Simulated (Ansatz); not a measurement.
Li2Ga:
```cif
data_Ga4Li8
_chemical_formula_sum 'Li8 Ga4'
_space_group_name_H-M_alt 'Cmcm'
_space_group_IT_number 63
_space_group_name_Hall '-C 2c 2'
_cell_length_a 4.49307
_cell_length_b 9.45024
_cell_length_c 4.30993
_cell_angle_alpha 90.000
_cell_angle_beta 90.000
_cell_angle_gamma 90.000
loop_
_atom_site_label
_atom_site_type_symbol
_atom_site_symmetry_multiplicity
_atom_site_Wyckoff_symbol
_atom_site_fract_x
_atom_site_fract_y
_atom_site_fract_z
_atom_site_occupancy
Li1 Li 4 c 0.00000 0.41237 0.25000 1
Ga1 Ga 4 c 0.00000 0.07602 0.25000 1
Li2 Li 4 c 0.00000 0.23912 0.75000 1
```
(The calculation used a cell of 6 atoms; values per cell refer to that cell.)

Relaxed with r²SCAN.

Tabulate the valence density and the electron localisation function along the shortest Li–Li contact (2.66 Å), plane-wave PAW r²SCAN (Ansatz code).



| distance from Li (Å) | density (e/Å³) | ELF |
|---|---|---|
| 0.27 | 5.38 | 0.99 |
| 0.40 | 2.46 | 0.92 |
| 0.53 | 0.72 | 0.42 |
| 0.67 | 0.15 | 0.06 |
| 0.80 | 0.07 | 0.02 |
| 0.93 | 0.06 | 0.03 |
| 1.07 | 0.06 | 0.07 |
| 1.20 | 0.06 | 0.12 |
| 1.33 | 0.06 | 0.14 |
| 1.47 | 0.06 | 0.12 |
| 1.60 | 0.06 | 0.07 |
| 1.73 | 0.06 | 0.02 |
| 1.86 | 0.07 | 0.02 |
| 2.00 | 0.15 | 0.05 |
| 2.13 | 0.72 | 0.40 |
| 2.26 | 2.46 | 0.89 |
| 2.40 | 5.37 | 0.99 |

The density is the valence pseudo-density with augmentation charge, so density and ELF within about 1 Å of a nucleus are not all-electron values.

The workflow started from an entry of the Crystallography Open Database (COD). Whether it is the stable phase at ambient conditions was not checked. The cell was relaxed with r²SCAN under the symmetry of its start; its stability against distortions is not shown here.

Potentials: the later of the program's two PAW sets.
